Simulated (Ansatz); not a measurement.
The start is a relaxed Be cell, doubled along one cell vector, shaken by Gaussian noise of σ = 0.08 Å a coordinate. The structure is fully relaxed (lattice and positions, P = 0) with r2SCAN (plane waves to 500 eV, PAW, scalar-relativistic; Ansatz, an electronic-structure program). First-step values are on the input's coarse k-mesh.

Ansatz input (later rounds restart from its end on a renewed k-mesh):
Ansatz 0.2 input:
```yaml
crystal:
  lattice:
    - [-2.5002251874, 2.5002251874, 2.5002251874]
    - [1.2501125937, -1.2501125937, 1.2501125937]
    - [1.2501125937, 1.2501125937, -1.2501125937]
  atoms:
    - { symbol: Be, position: [0.0005513077, -0.0119623842, 0.0449263293] }
    - { symbol: Be, position: [0.4731116153, -0.0647142253, -0.0462752544] }
basis: { ecutwfc: 500, ecutrho_ratio: 4, xc_grid: 4, fft_grid_basis: typed }
kpoints: { mp_grid: { grid: [9, 18, 18] } }
hamiltonian:
  xc: r2scan
  dispersion: none
  pseudopotentials: { kind: paw }
scf: { occupations: { method: fermi_dirac, width: 0.05 } }
relax: { f_tol: 0.01, max_steps: 100, cell: { stress_tol: 0.02 } }
output: { forces: true, stress: true }
```

Q: How much energy is released per atom?

A: 0.14 eV/atom.

Q: How does the volume change?

A: +1.2 %, from 7.81 to 7.91 Å³/atom.

Q: How do the shortest distances between atoms change?

A: The closest pairs of elements (up to four, under 3.6 Å), start → end: Be–Be 2.02 → 2.21 Å.

Q: What band gap does the relaxed structure have at this level?

A: No gap (metallic).

Q: Write out the relaxed structure.

A: 
Space group P6₃/mmc (No. 194); a = 2.264 Å, b = 2.264 Å, c = 3.564 Å, α = 90.00°, β = 90.00°, γ = 120.00°

```tsv
atom	site	symmetry	x	y	z
Be	2c	-6m2	0.3333	0.6667	0.2500
```

Final values are on a 23×23×13 k-mesh of the relaxed cell. No spin polarisation in the result.

The run could not lose the symmetry of its start.

Of the parent cell (Im-3m (No. 229)): it is a generated cell of Be: the first start was made by placing the elements on the sites of a structure type, and the end was not matched to a known phase here, so it may be hypothetical. Known forms of Be include space group No. 194.
